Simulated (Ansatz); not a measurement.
Relaxed Sn (beta-Sn type, space group I4_1/amd):

```xyz
2
Lattice="-2.9166 2.9166 1.5790 2.9166 -2.9166 1.5790 2.9166 2.9166 -1.5790" Properties=species:S:1:pos:R:3 pbc="T T T"
Sn     0.0000     2.9166     0.7895
Sn     0.0000     0.0000     0.0000
```

Scan: atom 1 (Sn, nearest neighbour Sn at 3.022 Å; its periodic images, 3.2 Å or more away, move with it) is displaced along Cartesian x, direction (1.000, 0.000, 0.000) in Cartesian axes, by s. The other atoms stay.

The numbers are results of PBEsol (plane waves to 420 eV, PAW, scalar-relativistic; Ansatz, a first-principles code), not measurements. k mesh 13×13×13 (Γ-centred), Fermi-Dirac smearing 0.05 eV. E stands for the smeared free energy. With partly filled bands, energies and forces of such displacements shift with the k mesh and the smearing. Sn was relaxed with its symmetry unable to fall. The PAW data are Ansatz's earlier set. ΔE is measured from the undisplaced structure. The last digit holds for this mesh only.

```tsv
s (Å)	ΔE (meV/cell)
-0.300	191.8
-0.240	withheld
-0.180	64.9
-0.120	28.3
-0.060	7.0
0.000	0.0
0.060	7.0
0.120	28.3
0.180	64.9
0.240	withheld
0.300	191.8
```

### Question
Fit an even polynomial form (powers 2, 4) to the given rows and predict ΔE at s = -0.240.

### Answer
Least squares on the 9 given rows: ΔE = (1932)·s² + (2214)·s⁴, in meV/cell with s in Å; root-mean-square residual 0.02 meV/cell. At -0.240 the fit gives 118.6 meV/cell; the calculation gives 118.4 meV/cell, so the interpolation is off by 0.2 (+0.2 %). The quadratic term alone would give 111.3 meV/cell.

(For displaced atoms, the force is minus the slope of the energy, and its curvature is a force constant, which sets phonon frequencies.)
